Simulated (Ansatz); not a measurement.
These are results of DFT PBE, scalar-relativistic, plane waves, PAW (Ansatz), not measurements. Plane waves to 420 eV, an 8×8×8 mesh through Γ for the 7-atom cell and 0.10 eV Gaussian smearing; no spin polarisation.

Formation energies are uncorrected and refer to the elements' standard structures at the same level.

**Question.** Give a relaxed trial structure of a cubic metal made of C and Lu, with a formation energy near −0.23 eV/atom and about 17 Å³ per atom, in a cell of 7 atoms. Its symmetry should be Pm-3m (No. 221).

**Answer.** Lu4C3, space group Pm-3m (No. 221). Lu on a site of symmetry 4/mmm has 4 C at 2.44 Å; Lu on a site of symmetry m-3m has 6 C at 2.44 Å; around C lie 6 Lu at 2.44 Å.

```
CELL_PARAMETERS angstrom
4.88835 0.00000 0.00000
0.00000 4.88835 0.00000
0.00000 0.00000 4.88835
ATOMIC_POSITIONS crystal
Lu 0.50000 0.00000 0.00000
Lu 0.00000 0.50000 0.00000
Lu 0.00000 0.00000 0.50000
Lu 0.50000 0.50000 0.50000
C 0.00000 0.50000 0.50000
C 0.50000 0.00000 0.50000
C 0.50000 0.50000 0.00000
```

The volume per atom is 16.69 Å³, the density is 10.46 g/cm³ and the formation energy is −0.23 eV/atom. The gap on the 8×8×8 mesh of the 7-atom cell is 0 eV (a metal).

It was reached by relaxing an invented guess, and it needn't be the stable form of this composition. Other answers may fit too; this one was computed.

The reference form of C is held partly by dispersion forces, which this level lacks. A structure relaxed within its symmetry needn't be a true minimum.
